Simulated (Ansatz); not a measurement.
The relaxed structure here is a generated cell of CoPdO2: the first start was made by a random draw of sites in a space group, and the end was not matched to a known phase here, so it may be hypothetical.

The end point of a relaxation of CoPdO$_{2}$. Space group P2 (No. 3). Level of theory: PBEsol (plane waves to 420 eV, PAW, scalar-relativistic; Ansatz, a program for electronic structure).

Space group P2 (No. 3); a = 4.019 Å, b = 4.614 Å, c = 5.466 Å, α = γ = 90.00°, β = 90.09°

| atom | site | symmetry | x | y | z |
|---|---|---|---|---|---|
| Co | 2e | 1 | 0.5961 | 0.9236 | 0.1885 |
| O | 2e | 1 | 0.3215 | 0.6543 | 0.2710 |
| O | 2e | 1 | 0.1800 | 0.2399 | 0.7701 |
| Pd | 1d | 2 | 0.5000 | 0.3102 | 0.5000 |
| Pd | 1a | 2 | 0.0000 | 0.5867 | 0.0000 |

Question: Predict the magnetic moment from PBEsol.

Answer: Net 0.44 μB/atom, ferromagnetic.

Spin state reached: ferromagnetic (net 0.44 μB/atom), from parallel starting moments; other spin orders were not run from this start. The d or f electrons are treated with no Hubbard U. A magnetic insulating state can be missed without it.

It was reached from a disturbed copy of a P-4m2 (No. 115) cell, against which it lies -0.85 eV/atom.
